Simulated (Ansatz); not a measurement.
**Si: from a starting cell to a relaxed one**

The start is a relaxed Si cell, doubled along one cell vector, shaken by Gaussian noise of σ = 0.08 Å a coordinate. Cell shape, volume and atoms are optimised at zero target pressure with r2SCAN (plane waves to 500 eV, PAW, scalar-relativistic; Ansatz, a quantum-chemistry and plane-wave program). First-step values are on the input's coarse k-mesh.

Ansatz input (later rounds restart from its end on a renewed k-mesh):
Ansatz 0.2 input:
```yaml
crystal:
  lattice:
    - [-1.6563810299, 1.6563810299, 1.2819211187]
    - [3.3127620598, -3.3127620598, 2.5638422374]
    - [1.6563810299, 1.6563810299, -1.2819211187]
  atoms:
    - { symbol: Si, position: [-0.0020427928, -0.0123610346, -0.0235995674] }
    - { symbol: Si, position: [-0.0165519711, 0.4986211918, -0.0378881977] }
basis: { ecutwfc: 500, ecutrho_ratio: 4, xc_grid: 4, fft_grid_basis: typed }
kpoints: { mp_grid: { grid: [11, 6, 10] } }
hamiltonian:
  xc: r2scan
  dispersion: none
  pseudopotentials: { azcp: { folder: ./paw }, kind: paw }
scf: { occupations: { method: fermi_dirac, width: 0.05 } }
relax: { f_tol: 0.01, max_steps: 100, cell: { stress_tol: 0.02 } }
output: { forces: true, stress: true }
```

Q: What is the largest force in the starting geometry, and on which atom (counted from 1)?

A: About 0.2 eV/Å, on Si1, Si2 (atoms numbered as listed).

Q: How does the volume per atom move from start to end?

A: +6.3 %, from 14.07 to 14.95 Å³/atom.

Q: Does it find its way back to the structure it was made from?

A: It does not go back: it reaches P6/mmm (No. 191), AFLOW prototype A_hP1_191_a (A_f, as in Sn), 0.23 eV/atom below the parent.

Q: How do the shortest distances between atoms change?

A: The closest pairs of elements (up to four, under 3.6 Å), start → end: Si–Si 2.54 → 2.47 Å.

Q: What band gap does the relaxed structure have at this level?

A: No gap (metallic).

Q: What does it relax into? Give the structure.

A: 
Space group P6/mmm (No. 191); a = b = 2.6421 Å, c = 2.4734 Å, α = β = 90.00°, γ = 120.00°

| atom | site | symmetry | x | y | z |
|---|---|---|---|---|---|
| Si | 1b | 6/mmm | 0.0000 | 0.0000 | 0.5000 |

Final values are on a 19×19×17 k-mesh of the relaxed cell. No spin polarisation in the result.

The run could not lose the symmetry of its start, so the end can be a saddle point.

The relaxed structure here is a generated cell of Si: the first start was made by placing the elements on the sites of a structure type, and the end was not matched to a known phase here, so it may be hypothetical. Known forms of Si include space group No. 227.
